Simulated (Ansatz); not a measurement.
A relaxed structure of BeS. Space group F-43m (No. 216), zinc blende type. Level of theory: PBEsol (plane waves to 420 eV, PAW, scalar-relativistic; Ansatz, a quantum-chemistry and plane-wave program).

Space group F-43m (No. 216); a = b = c = 4.8379 Å, α = β = γ = 90.00°

```
atom  site  symmetry       x       y       z
----  ----  --------  ------  ------  ------
Be      4d      -43m  0.7500  0.7500  0.7500
S       4b      -43m  0.5000  0.5000  0.5000
```
(The calculation used a cell of 2 atoms; values per cell refer to that cell.)

| Quantity | Value |
|---|---|
| Volume per atom | 14.15 Å³ |
| Density | 2.41 g/cm³ |
| Band gap | 2.91 eV, indirect (valence top at Γ, conduction bottom at X) (no spin-orbit coupling) |
| Smallest direct gap | 5.54 eV at 89 % of the way from K to Γ |
| Shortest distances | Be–S 2.09 Å; Be–Be 3.42 Å; S–S 3.42 Å |
| k-mesh | 12×12×12 |

Band energies at high-symmetry points (eV from the VBM; labels of this space group; no spin-orbit coupling), from −5 eV up to 4.5 eV:

```json
[
 {"point": "Γ", "energies": "0.00 0.00 0.00"},
 {"point": "X", "energies": "-2.70 -2.70 2.91"},
 {"point": "U", "energies": "-4.63 -4.20 -2.24 4.19"},
 {"point": "K", "energies": "-4.63 -4.20 -2.24 4.19"},
 {"point": "L", "energies": "-1.05 -1.05"},
 {"point": "W", "energies": "-4.31 -3.97 -3.44"}
]
```

No spin polarisation in the result.

It was reached from a disturbed copy of a P-6m2 (No. 187) cell (AFLOW prototype AB_hP2_187_d_a (B_h, as in WC)), against which it lies -0.88 eV/atom.
